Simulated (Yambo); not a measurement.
Yambo run on a free-standing SnS2 monolayer (symmetry P-3m1, slab cell 15.9 Å high). The wavefunctions are norm-conserving PBE (stringent potentials; Quantum ESPRESSO, 102 Ry, scalar-relativistic) ones on a 6×6×1 mesh (17 occupied bands); a = b = 3.665 Å, c = 15.900 Å, α = β = 90.00°, γ = 120.00°.

Yambo input:

```
rim_cut
HF_and_locXC
RandQpts= 1000000
RandGvec= 2 Ry
CUTGeo= "slab z"
EXXRLvcs= 102 Ry
VXCRLvcs= 408 Ry
% QPkrange
 1 | 1 | 17 | 18 |
 2 | 2 | 17 | 18 |
 4 | 4 | 17 | 18 |
 7 | 7 | 17 | 18 |
%
```

k points by index: 1 = Γ, 2 = (0, 0.167), 4 = M, 7 = K.

Table of the .hf output:

```
#    K-point    Band    Eo [eV]    Ehf [eV]    Vxc [eV]    Vnlxc [eV]
#
    1    17    -0.088431    -2.582080    -13.63831    -16.13196
    1    18    2.436799    6.040473    -12.75779    -9.154115
    2    17    0.000000    -2.515220    -13.56826    -16.08348
    2    18    2.953612    6.830871    -13.54886    -9.671600
    4    17    -0.258509    -2.936236    -13.39752    -16.07525
    4    18    1.574189    5.011142    -12.45060    -9.013644
    7    17    -0.645288    -3.724095    -12.78196    -15.86077
    7    18    2.661047    6.540706    -13.13094    -9.251281
```
Exchange alone, without screening.

Spin-orbit coupling is not included.

Geometry relaxed with PBE+D3(BJ).
